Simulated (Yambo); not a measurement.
Yambo run on SrCl₂ (fluorite, space group Fm-3m, No. 225). The wavefunctions come from this Quantum ESPRESSO step (PBEsol, PseudoDojo standard norm-conserving files, scalar-relativistic):

```
&CONTROL
  calculation = 'nscf'
  pseudo_dir = './pseudo'
  outdir = './out'
/
&SYSTEM
  ibrav = 0
  nat = 3
  ntyp = 2
  ecutwfc = 68.0
  ecutrho = 272.0
  occupations = 'fixed'
  force_symmorphic = .true.
  nbnd = 155
/
&ELECTRONS
  conv_thr = 3.0000000000000004e-09
  diago_full_acc = .true.
  diago_thr_init = 1e-08
/
ATOMIC_SPECIES
Cl 35.4500 Cl.upf
Sr 87.6200 Sr.upf
CELL_PARAMETERS angstrom
  0.000000000000   3.453034805000   3.453034805000
  3.453034805000   0.000000000000   3.453034805000
  3.453034805000   3.453034805000   0.000000000000
ATOMIC_POSITIONS crystal
Cl   0.750000000000   0.750000000000   0.750000000000
Cl   0.250000000000   0.250000000000   0.250000000000
Sr   0.000000000000   0.000000000000   0.000000000000
K_POINTS automatic
4 4 4 0 0 0
```

Yambo input:

```
rim_cut
gw0
dyson
el_el_corr
HF_and_locXC
ppa
em1d
RandQpts= 1000000
RandGvec= 1 Ry
EXXRLvcs= 68 Ry
VXCRLvcs= 272 Ry
Chimod= "HARTREE"
% BndsRnXp
 1 | 152 |
%
NGsBlkXp= 8 Ry
% LongDrXp
 1.0 | 1.0 | 1.0 |
%
PPAPntXp= 27.2114 eV
% GbndRnge
 1 | 152 |
%
GTermKind= "BG"
DysSolver= "n"
ExtendOut
% QPkrange
 1 | 1 | 12 | 13 |
 7 | 7 | 12 | 13 |
%
```

k points by index: 1 = Γ, 7 = X.

Resulting energies as the program prints them:

```
#    K-point    Band    Eo [eV]    E [eV]    E-Eo [eV]    Vxc [eV]    Vnlxc [eV]    Sc|Eo [eV]    Sc|E [eV]    dSc/dw|Eo [eV]    Re(Z)    Im(Z)
#
    1    12    -0.352502    -2.207313    -1.854811    -14.36418    -18.77777    2.128684    2.558784    -6.309524    0.811772    -0.001124
    1    13    5.256162    5.889834    0.633672    -8.066498    -3.933466    -3.397944    -3.499361    -4.354448    0.862051    -0.912988E-3
    7    12    0.000000    -1.813685    -1.813685    -14.69077    -19.00502    2.078878    2.500564    -6.326362    0.811364    -0.001138
    7    13    5.343720    6.269463    0.925743    -8.682114    -4.232463    -3.374899    -3.523908    -4.379534    0.861366    -0.926901E-3
```
(The two width columns are left out.) Convergence of these settings isn't established.

Geometry relaxed with PBEsol.
